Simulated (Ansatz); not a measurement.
Cd (hcp, Mg type)

```
CELL_PARAMETERS angstrom
      5.92413     0.00000     0.00000
     -1.48103     2.56522     0.00000
      0.00000     0.00000     5.80108
ATOMIC_POSITIONS crystal
  Cd 0.16667 0.66667 0.75000
  Cd 0.66667 0.66667 0.75000
  Cd 0.33333 0.33333 0.25000
  Cd 0.83333 0.33333 0.25000
```

A phonon eigenvector at M = (0.5, 0.0, 0.0) is frozen into this cell: atom i moves by Q times the vector below, so Q is the largest atomic displacement, in Å. The cell is held. (q is in reciprocal vectors of the primitive cell; the cell shown is doubled to hold the pattern.)

```json
[
 {"atom": "Cd1", "x": "0.866", "y": "0.500", "z": "0.000"},
 {"atom": "Cd2", "x": "-0.866", "y": "-0.500", "z": "0.000"},
 {"atom": "Cd3", "x": "0.866", "y": "0.500", "z": "0.000"},
 {"atom": "Cd4", "x": "-0.866", "y": "-0.500", "z": "0.000"}
]
```

Level of theory: r2SCAN (plane waves to 500 eV, PAW, scalar-relativistic; Ansatz, a quantum-chemistry and plane-wave program). k mesh 9×18×8 (Γ-centred), Fermi-Dirac smearing 0.05 eV. Energies are smeared free energies. With partly filled bands, energies and forces of such displacements shift with the k mesh and the smearing. Cd was relaxed with its symmetry unable to fall. The PAW data are Ansatz's earlier set. The zero of ΔE is the undisplaced structure.

```
Q (Å)   ΔE (eV/cell)
------  ------------
-0.180         0.699
-0.120         0.295
-0.060         0.071
0.000          0.000
0.060          0.071
0.120          0.295
0.180          0.699
```

Q: Which DFPT wavenumber at M = (0.5, 0.0, 0.0) belongs to this mode?
A) 35 cm⁻¹
B) 154 cm⁻¹
C) 77 cm⁻¹

A: B, 154 cm⁻¹. The curvature of the scan gives 154 cm⁻¹

(For displaced atoms, the force is minus the slope of the energy, and its curvature is a force constant, which sets phonon frequencies.)
